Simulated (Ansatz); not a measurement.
**Si2N: a two-dimensional sheet**

It was reached by relaxing an invented guess, and it needn't be the stable form of this composition.

These are results of DFT PBE, scalar-relativistic, plane waves, PAW in Ansatz 0.2.0, not measurements. Settings: cutoff 420 eV, Γ-centred mesh 12×12×1 on the computed 3-atom cell, Gaussian smearing of 0.10 eV; no spin polarisation.

This is a two-dimensional sheet: the third axis spans vacuum and isn't periodic.

```xyz
3
Lattice="3.8972 0.0000 0.0000 -1.9486 3.3751 0.0000 0.0000 0.0000 24.2066" Properties=species:S:1:pos:R:3 pbc="T T F"
Si    0.0000    2.2500    7.7275
Si    1.9486    1.1250    7.7275
N     0.0000    0.0000    7.1466
```

Formation energies are uncorrected and refer to the elements' standard structures at the same level (N₂ as a molecule).

| Item | Value |
| --- | --- |
| Layer group | p6mm (No. 77) |
| In-plane cell | a = 3.897 Å, b = 3.897 Å, γ = 120.0° |
| Area per atom | 4.38 Å² |
| Thickness between the outermost nuclei | 0.58 Å |
| Formation energy | +1.53 eV/atom |
| Band gap over mesh and path | none (metal or semimetal) |
| Density of states at the Fermi level | 1.7 states/eV per cell |
| Löwdin character within 0.5 eV of the Fermi level | Si 3p 45 %, N 2p 42 %, unprojected 6 % |
| Bader charges (e) | Si1 0.54, Si2 0.54, N3 -1.08 |

Levels along Γ–M–K–Γ, in eV from the Fermi level, sorted by energy at each point. Points in fractions of the primitive reciprocal vectors: Γ (0.000 0.000 0.000), M (0.500 0.000 0.000), K (0.333 0.333 0.000).
```
point  k (1/Å, with 2π)  band 4  band 5  band 6  band 7  band 8  band 9  band 10
    Γ             0.000   -3.62   -2.96   -1.71   -1.71    0.42    1.58     4.22
    -             0.133   -3.81   -2.70   -1.75   -1.44    0.41    2.00     4.25
    -             0.266   -4.21   -2.74   -1.35   -0.83    0.39    2.98     4.32
    -             0.399   -4.61   -2.91   -0.71   -0.10    0.41    3.80     4.39
    -             0.532   -4.95   -2.88   -0.45    0.63    0.78    3.19     4.89
    -             0.665   -5.20   -2.65   -0.72    1.25    1.53    2.69     5.28
    -             0.798   -5.35   -2.26   -1.21    1.66    2.09    2.59     5.44
    M             0.931   -5.40   -1.84   -1.67    1.81    2.13    2.81     5.27
    -             1.008   -4.90   -1.80   -1.66    1.56    2.26    2.78     5.36
    -             1.084   -4.32   -1.69   -1.61    1.15    2.34    2.69     5.63
    -             1.161   -3.80   -1.54   -1.49    0.72    2.29    2.55     6.01
    -             1.238   -3.37   -1.45   -1.22    0.31    2.13    2.37     6.18
    -             1.315   -3.04   -1.33   -0.99    0.05    1.94    2.17     6.15
    -             1.391   -2.84   -1.21   -0.98    0.06    1.78    1.97     6.15
    K             1.468   -2.76   -1.10   -1.10    0.14    1.80    1.80     6.16
    -             1.622   -3.03   -1.08   -0.98   -0.20    1.68    2.37     5.98
    -             1.775   -3.55   -1.09   -0.84   -0.72    1.97    2.67     5.48
    -             1.929   -4.01   -1.38   -1.36   -0.38    2.16    2.65     4.94
    -             2.082   -4.30   -1.87   -1.64   -0.12    1.15    3.56     4.58
    -             2.236   -4.32   -2.26   -1.82   -0.42    0.45    3.33     4.37
    -             2.389   -3.92   -2.62   -1.81   -1.32    0.41    2.13     4.26
    Γ             2.543   -3.62   -2.96   -1.71   -1.71    0.42    1.58     4.22
```

The last run used a 12×12×1 mesh for its 3-atom cell and Gaussian smearing of 0.10 eV. An odd number of electrons in the primitive cell allows no gap without spin; a larger cell or a magnetic state could open one.
